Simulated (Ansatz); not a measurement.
Geometry optimisation in Ansatz: input, command and trajectory.

```yaml
crystal:
  lattice:
    - [2.3748465851, 1.3711183152, 3.5705654904]
    - [-2.3748465851, 1.3711183152, 3.5705654904]
    - [0.0, -2.7422366304, 3.5705654904]
  atoms:
    - { symbol: Si, position: [0.7949695428, 0.2096250696, 0.0022973062] }
    - { symbol: Si, position: [0.2096250696, 0.0022973062, 0.7949695428] }
    - { symbol: Si, position: [0.0022973062, 0.7949695428, 0.2096250696] }
    - { symbol: P, position: [0.75, 0.75, 0.75] }
basis:
  ecutwfc: 420
kpoints:
  mp_grid: { grid: [6, 6, 6] }
hamiltonian:
  xc: pbe
scf:
  occupations: { method: gaussian, width: 0.1 }
  lower_state_search: "off"
output:
  forces: true
  stress: true
  eigenvalues: true
relax:
  adjacent_minimum: "off"
  f_tol: 0.04
  max_steps: 70
  cell: { stress_tol: 0.4 }
```

```bash
ansatz run input.yaml --threads 1 --pin off --max-ram 2560MiB --backend cpu --events-out ev --progress --plain --runs-dir out
```

These are results of Ansatz 0.2.0, DFT PBE, scalar-relativistic, plane waves, PAW, not measurements.

Of 23 frames 10 are shown, positions in Å and forces in eV/Å; the SCF threshold varies from step to step. Steps run on the plane waves of an earlier cell, with a Pulay correction in the pressure. The basis is chosen afresh for the last frame, the zero of the energies, and at times for earlier ones too; energy and pressure step there, also at an unchanged geometry. Here that happened at step 21 (-13 meV/atom, 0.6 GPa); the frames before carry an error of that size.

```xyz
4
Lattice="2.3748 1.3711 3.5706 -2.3748 1.3711 3.5706 0.0000 -2.7422 3.5706" Properties=species:S:1:pos:R:3:forces:R:3 pbc="T T T" step=1 free_energy_over_end_meV_per_atom=3527.04 pressure_GPa=84.95
Si    1.3901    1.3711    3.5952  -31.2203   -0.2345   -0.2464
Si    0.4924   -1.8894    3.5952   15.4070   27.1548   -0.2464
Si   -1.8825    0.5183    3.5952   15.8132  -26.9203   -0.2464
P     0.0000    0.0000    8.0338    0.0000    0.0000    0.7391
4
Lattice="2.6050 1.5040 3.6772 -2.6050 1.5040 3.6772 0.0000 -3.0080 3.6772" Properties=species:S:1:pos:R:3:forces:R:3 pbc="T T T" step=3 free_energy_over_end_meV_per_atom=677.06 pressure_GPa=11.37
Si    1.3731    1.5377    3.6911   -3.9560   -0.1146   -0.2120
Si    0.6452   -1.9580    3.6911    1.8787    3.4833   -0.2120
Si   -2.0182    0.4203    3.6911    2.0772   -3.3686   -0.2120
P     0.0000    0.0000    8.3082    0.0000    0.0000    0.6360
4
Lattice="2.4625 1.4217 3.6496 -2.4625 1.4217 3.6496 0.0000 -2.8435 3.6496" Properties=species:S:1:pos:R:3:forces:R:3 pbc="T T T" step=6 free_energy_over_end_meV_per_atom=274.78 pressure_GPa=-1.90
Si    0.9371    1.0705    3.5861    0.3581    0.3643   -0.2011
Si    0.4585   -1.3468    3.5861    0.1364   -0.4922   -0.2011
Si   -1.3956    0.2763    3.5861   -0.4945    0.1280   -0.2011
P     0.0000    0.0000    8.4773    0.0000    0.0000    0.6033
4
Lattice="2.4400 1.4087 3.3016 -2.4400 1.4087 3.3016 0.0000 -2.8174 3.3016" Properties=species:S:1:pos:R:3:forces:R:3 pbc="T T T" step=8 free_energy_over_end_meV_per_atom=210.51 pressure_GPa=2.47
Si    0.9299    1.1156    3.1910    0.1003   -0.2075   -0.1138
Si    0.5012   -1.3631    3.1910   -0.2299    0.0169   -0.1138
Si   -1.4310    0.2475    3.1910    0.1295    0.1906   -0.1138
P     0.0000    0.0000    7.8286    0.0000    0.0000    0.3415
4
Lattice="2.6099 1.5068 2.7766 -2.6099 1.5068 2.7766 0.0000 -3.0137 2.7766" Properties=species:S:1:pos:R:3:forces:R:3 pbc="T T T" step=11 free_energy_over_end_meV_per_atom=141.82 pressure_GPa=0.42
Si    1.0713    1.0020    2.7194   -0.0384    0.1877    0.1350
Si    0.3321   -1.4288    2.7194    0.1818   -0.0606    0.1350
Si   -1.4034    0.4268    2.7194   -0.1434   -0.1271    0.1350
P     0.0000    0.0000    6.4764    0.0000    0.0000   -0.4049
4
Lattice="2.7278 1.5749 2.4280 -2.7278 1.5749 2.4280 0.0000 -3.1497 2.4280" Properties=species:S:1:pos:R:3:forces:R:3 pbc="T T T" step=13 free_energy_over_end_meV_per_atom=97.52 pressure_GPa=2.60
Si    1.0566    1.0605    2.4187   -0.3024   -0.0723    0.0385
Si    0.3901   -1.4453    2.4187    0.0886    0.2980    0.0385
Si   -1.4467    0.3848    2.4187    0.2138   -0.2258    0.0385
P     0.0000    0.0000    5.5409    0.0000    0.0000   -0.1153
4
Lattice="2.8348 1.6367 2.4035 -2.8348 1.6367 2.4035 0.0000 -3.2734 2.4035" Properties=species:S:1:pos:R:3:forces:R:3 pbc="T T T" step=16 free_energy_over_end_meV_per_atom=40.07 pressure_GPa=1.06
Si    0.8220    1.1767    2.3583    0.0339    0.0981   -0.1095
Si    0.6081   -1.3003    2.3583    0.0680   -0.0784   -0.1095
Si   -1.4301    0.1235    2.3583   -0.1019   -0.0197   -0.1095
P     0.0000    0.0000    5.5932    0.0000    0.0000    0.3286
4
Lattice="2.9008 1.6748 2.3313 -2.9008 1.6748 2.3313 0.0000 -3.3495 2.3313" Properties=species:S:1:pos:R:3:forces:R:3 pbc="T T T" step=18 free_energy_over_end_meV_per_atom=14.10 pressure_GPa=0.16
Si    0.7232    1.2414    2.2033    0.0211    0.0371   -0.0092
Si    0.7135   -1.2470    2.2033    0.0216   -0.0369   -0.0092
Si   -1.4367    0.0056    2.2033   -0.0427   -0.0003   -0.0092
P     0.0000    0.0000    5.6776    0.0000    0.0000    0.0275
4
Lattice="2.8916 1.6695 2.3477 -2.8916 1.6695 2.3477 0.0000 -3.3390 2.3477" Properties=species:S:1:pos:R:3:forces:R:3 pbc="T T T" step=21 free_energy_over_end_meV_per_atom=0.52 pressure_GPa=0.61
Si    0.7199    1.2457    2.2131   -0.0012   -0.0014    0.0000
Si    0.7189   -1.2463    2.2131   -0.0006    0.0018    0.0000
Si   -1.4388    0.0006    2.2131    0.0018   -0.0004    0.0000
P     0.0000    0.0000    5.7344    0.0000    0.0000    0.0001
4
Lattice="2.9075 1.6787 2.3436 -2.9075 1.6787 2.3436 0.0000 -3.3573 2.3436" Properties=species:S:1:pos:R:3:forces:R:3 pbc="T T T" step=23 free_energy_over_end_meV_per_atom=0.00 pressure_GPa=-0.10
Si    0.7222    1.2499    2.2093    0.0015    0.0031    0.0000
Si    0.7214   -1.2504    2.2093    0.0020   -0.0028    0.0000
Si   -1.4436    0.0005    2.2093   -0.0035   -0.0003    0.0000
P     0.0000    0.0000    5.7246    0.0000    0.0000    0.0000
```

The start is a random arrangement. At the end the space group is R32 (tolerance 0.05 Å).

It took 2.3 min on 1 thread of Arm Neoverse V1, with other jobs on the host, peak memory 0.35 GiB.

The k mesh is coarse.